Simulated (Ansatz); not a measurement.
Level: PBE0, no spin polarisation; 420 eV; 2×2×2 Γ-centred mesh; methfessel-paxton occupations (width 0.048 eV); Ansatz 0.2.0, fixed geometry.

Computed maps in the lattice plane spanned by a (left to right, 7.01 Å, 21 points from zero) and b (bottom to top, 7.01 Å, 21 points from zero), 120° apart, at height 0.750 along c. The fields are smooth PAW ones with compensation charges, not the true ones near nuclei.

Valence density. Digits on a logarithmic scale: 0 up to 0.03 e/Å³, each further digit a factor of 1.6, 9 from 1.3 e/Å³ up:
```
555555432222234555555
554433333444333344555
654322456665422345677
753224678876422357999
853246888886423589999
743468866886434799999
533578606875335999999
323688668864236999996
224688888642246899864
224678876422235676532
224566654222234444322
223444432222233333222
333222333433322223334
543223456654322234566
753335799864322346899
854458999974323479999
754579999964334699999
655699999853235899999
555799999632236999997
555799996422246999975
555678753222235787655
```

ELF. Ten even steps from '0' (0.00) to '9' (0.89):
```
443222110000011222344
333221002442001223333
222210268986201222222
222103899998301222444
321038987898301235665
210289710798201257975
210698101896012469964
102897017982012467642
104998789940122344322
004899998400122222221
002688862001222222221
100233200112333333321
110000011222344443222
211111122222344432222
222222244322344322344
322223566422343224665
223225797422332247975
233246996322322369964
343246764222222467642
443245542211122455423
543223221100112232234
```

Task: The cell is CsCd3Co. Which atoms lie within 0.2 Å of this plane, and where (fractions of a and b)?

Result: Cs at (0.33, 0.67), Cd at (0.31, 0.15), Cd at (0.85, 0.15), Cd at (0.85, 0.69). The whole cell:
```yaml
crystal:
  lattice:
    - [7.00888, 0.00000, 0.00000]
    - [-3.50444, 6.06987, 0.00000]
    - [0.00000, 0.00000, 5.86985]
  atoms:
    - { symbol: Cs, position: [0.33330, 0.66670, 0.75000] }
    - { symbol: Cs, position: [0.66660, 0.33330, 0.25000] }
    - { symbol: Co, position: [0.00000, 0.00000, 0.00000] }
    - { symbol: Co, position: [0.00000, 0.00000, 0.50000] }
    - { symbol: Cd, position: [0.15450, 0.84550, 0.25000] }
    - { symbol: Cd, position: [0.30900, 0.15450, 0.75000] }
    - { symbol: Cd, position: [0.15450, 0.30900, 0.25000] }
    - { symbol: Cd, position: [0.84550, 0.15450, 0.75000] }
    - { symbol: Cd, position: [0.69100, 0.84550, 0.25000] }
    - { symbol: Cd, position: [0.84550, 0.69100, 0.75000] }
```

Origin: a known structure type with other elements, at an estimated volume, so it need not be a known compound. Caveats: no spin polarisation, so a magnetic state may lie lower; hybrid functional on a coarse k mesh; atoms or cell far from equilibrium.
